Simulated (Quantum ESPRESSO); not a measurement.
```
CELL_PARAMETERS angstrom
      4.63760     0.00000     0.00000
      2.27096     4.12261     0.00000
      1.79588     1.57670     5.51100
ATOMIC_POSITIONS crystal
  Li 0.74358 0.13277 0.66196
  Li 0.25642 0.86723 0.33804
  Be 0.35592 0.72600 0.84588
  Be 0.64408 0.27400 0.15412
  B  0.07053 0.40059 0.77222
  B  0.92947 0.59941 0.22778
  O  0.32778 0.09771 0.76134
  O  0.67222 0.90229 0.23866
  O  0.12656 0.68715 0.70880
  O  0.87344 0.31285 0.29120
  O  0.74306 0.42185 0.84551
  O  0.25694 0.57815 0.15449
```

The geometry is that of Materials Project entry mp-1020026, symmetrised and not relaxed again.

Task: What does LDA (Quantum ESPRESSO, PseudoDojo norm-conserving, 88 Ry, without SOC) give for the electronic structure near the Fermi level?

Result: The LDA gap is indirect, 5.88 eV, from L to Γ; the smallest direct gap is 6.03 eV.
